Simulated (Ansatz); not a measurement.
Li₃BrO:
```
Li3BrO
1.0
    3.93650     0.00000     0.00000
    0.00000     3.93650     0.00000
    0.00000     0.00000     3.93650
Li Br O
3 1 1
Direct
  0.50000   0.00000   0.00000
  0.00000   0.50000   0.00000
  0.00000   0.00000   0.50000
  0.50000   0.50000   0.50000
  0.00000   0.00000   0.00000
```

Relaxed with PBEsol. Special points in fractions of this cell's reciprocal vectors: Γ (0.000, 0.000, 0.000); X (0.000, 0.500, 0.000); M (0.500, 0.500, 0.000); R (0.500, 0.500, 0.500).

### Question
List the band energies nearest the valence-band maximum at these points for PBEsol with spin–orbit coupling (plane waves, PAW; program Ansatz).

### Answer
In eV from the valence-band maximum; about four levels below and three above (degenerate sets whole), none deeper than 8.9 eV; points with the same levels are listed once.

```tsv
k	below	above
Γ	-0.37 -0.37 -0.37 -0.37	4.50 4.50 6.06 6.06 6.06 6.06
X	-1.28 -1.28 -1.15 -1.15	5.58 5.58 6.10 6.10
M	-0.05 -0.05 0.00 0.00	4.29 4.29 5.92 5.92
R	-0.95 -0.95 -0.95 -0.95	8.02 8.02 8.02 8.02 8.02 8.02
```

Space group Pm-3m (anti-perovskite). The workflow started from a Materials Project entry (that database holds measured and hypothetical structures alike); the Crystallography Open Database files this formula in space group No. 221, but the cells were not matched. Its standing as an ambient phase is unchecked. Symmetry was held in the PBEsol relaxation; its stability against distortions is not shown here.

Potentials: the later of the program's two PAW sets.
